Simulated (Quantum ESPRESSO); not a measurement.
Space group Pmn2₁ (No. 31); a = 2.8615 Å, b = 4.2635 Å, c = 4.7700 Å, α = 90.00°, β = 90.00°, γ = 90.00°

```
atom  site  symmetry       x       y       z
----  ----  --------  ------  ------  ------
H       2a       m..  0.0000  0.8055  0.4770
O       2a       m..  0.5000  0.4975  0.1488
O       2a       m..  0.0000  0.0009  0.3486
Al      2a       m..  0.5000  0.2763  0.4911
```

The geometry is that of Materials Project entry mp-23807, symmetrised and not relaxed again.

**Question.** What does PBEsol (Quantum ESPRESSO, PseudoDojo norm-conserving, 84 Ry, no spin-orbit coupling) give for the electronic structure near the Fermi level?

**Answer.** The PBEsol gap is direct, 5.60 eV at Γ. Another valence extremum on the path lies within 0.02 eV, too close to call. 

Letters of k points follow the standard setting of the lattice, whose axes may be ordered differently from the printed cell.
